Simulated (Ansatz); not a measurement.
Al2Ru:
```cif
data_Al4Ru2
_chemical_formula_sum 'Al4 Ru2'
_space_group_name_H-M_alt 'I4/mmm'
_space_group_IT_number 139
_space_group_name_Hall '-I 4 2'
_cell_length_a 3.09867
_cell_length_b 3.09867
_cell_length_c 8.35190
_cell_angle_alpha 90.000
_cell_angle_beta 90.000
_cell_angle_gamma 90.000
loop_
_atom_site_label
_atom_site_type_symbol
_atom_site_symmetry_multiplicity
_atom_site_Wyckoff_symbol
_atom_site_fract_x
_atom_site_fract_y
_atom_site_fract_z
_atom_site_occupancy
Al1 Al 4 e 0.00000 0.00000 0.34093 1
Ru1 Ru 2 a 0.00000 0.00000 0.00000 1
```
(The calculation used a cell of 3 atoms; values per cell refer to that cell.)

Relaxed with LDA.

### Question
Which orbitals make up the states near the Fermi level in DFT-LDA in the program Ansatz with PAW potentials?

### Answer
Within 0.5 eV of the Fermi level: Ru 4d 59 %, Al 3p 33 %, Al 3s 6 %. Projections are on Löwdin-orthogonalised atomic valence shells; empty p or d shells of many metals are not among them.

### Question
Tabulate the density of states.

### Answer
States/eV per cell of 3 atoms, in 0.25 eV bins, energy from the Fermi level.

| E (eV) | total | Ru 4d | Al 3p | Al 3s |
|---|---|---|---|---|
| -7.85 | 0.60 | 0.06 | 0.29 | 0.18 |
| -7.60 | 0.66 | 0.08 | 0.32 | 0.19 |
| -7.35 | 0.75 | 0.12 | 0.35 | 0.21 |
| -7.10 | 0.80 | 0.16 | 0.36 | 0.22 |
| -6.85 | 0.83 | 0.22 | 0.32 | 0.23 |
| -6.60 | 1.46 | 0.51 | 0.44 | 0.45 |
| -6.35 | 0.90 | 0.23 | 0.35 | 0.27 |
| -6.10 | 1.22 | 0.37 | 0.44 | 0.35 |
| -5.85 | 1.09 | 0.41 | 0.39 | 0.26 |
| -5.60 | 1.11 | 0.46 | 0.40 | 0.20 |
| -5.35 | 1.11 | 0.50 | 0.41 | 0.15 |
| -5.10 | 1.11 | 0.52 | 0.42 | 0.12 |
| -4.85 | 1.17 | 0.55 | 0.46 | 0.09 |
| -4.60 | 1.62 | 0.78 | 0.67 | 0.09 |
| -4.35 | 1.56 | 0.79 | 0.62 | 0.08 |
| -4.10 | 2.07 | 1.38 | 0.56 | 0.07 |
| -3.85 | 1.77 | 1.28 | 0.40 | 0.04 |
| -3.60 | 1.71 | 1.18 | 0.38 | 0.10 |
| -3.35 | 2.91 | 1.99 | 0.65 | 0.12 |
| -3.10 | 1.68 | 1.24 | 0.33 | 0.06 |
| -2.85 | 3.55 | 2.80 | 0.59 | 0.07 |
| -2.60 | 3.65 | 2.78 | 0.69 | 0.09 |
| -2.35 | 4.38 | 3.27 | 0.90 | 0.11 |
| -2.10 | 3.25 | 2.35 | 0.71 | 0.12 |
| -1.85 | 1.54 | 1.15 | 0.32 | 0.04 |
| -1.60 | 2.84 | 2.36 | 0.39 | 0.05 |
| -1.35 | 2.45 | 1.67 | 0.61 | 0.11 |
| -1.10 | 1.50 | 0.73 | 0.59 | 0.14 |
| -0.85 | 1.01 | 0.26 | 0.57 | 0.13 |
| -0.60 | 0.86 | 0.15 | 0.53 | 0.14 |
| -0.35 | 0.44 | 0.05 | 0.30 | 0.07 |
| -0.10 | 0.14 | 0.02 | 0.10 | 0.01 |
| 0.15 | 0.84 | 0.60 | 0.19 | 0.03 |
| 0.40 | 1.49 | 1.10 | 0.32 | 0.05 |
| 0.65 | 1.42 | 0.99 | 0.35 | 0.05 |
| 0.90 | 0.85 | 0.49 | 0.29 | 0.05 |
| 1.15 | 0.65 | 0.33 | 0.26 | 0.05 |
| 1.40 | 0.60 | 0.26 | 0.25 | 0.07 |
| 1.65 | 0.61 | 0.24 | 0.24 | 0.10 |
| 1.90 | 0.72 | 0.26 | 0.25 | 0.17 |
| 2.15 | 0.92 | 0.30 | 0.30 | 0.26 |
| 2.40 | 1.07 | 0.33 | 0.42 | 0.24 |
| 2.65 | 1.01 | 0.27 | 0.42 | 0.23 |
| 2.90 | 1.47 | 0.30 | 0.55 | 0.30 |
| 3.15 | 2.34 | 0.48 | 0.73 | 0.55 |
| 3.40 | 1.83 | 0.33 | 0.68 | 0.39 |
| 3.65 | 1.64 | 0.27 | 0.65 | 0.36 |
| 3.90 | 1.53 | 0.22 | 0.60 | 0.37 |
| 4.15 | 1.47 | 0.19 | 0.58 | 0.38 |
| 4.40 | 1.41 | 0.16 | 0.56 | 0.37 |
| 4.65 | 1.32 | 0.13 | 0.54 | 0.33 |

The workflow started from a Materials Project entry (that database holds measured and hypothetical structures alike); the Crystallography Open Database copy checked does not list it. With Al and Ru taken as one species the cell has the higher symmetry I4/mmm, so it may be an ordered model of a mixed-site phase. Its standing as an ambient phase is unchecked. The LDA relaxation kept the symmetry of its start; of distortions, only those at the zone centre were tested. The run is not spin-polarised. Scalar-relativistic: spin–orbit coupling is off unless named, which matters more the heavier the elements.

Potentials: the later of the program's two PAW sets.
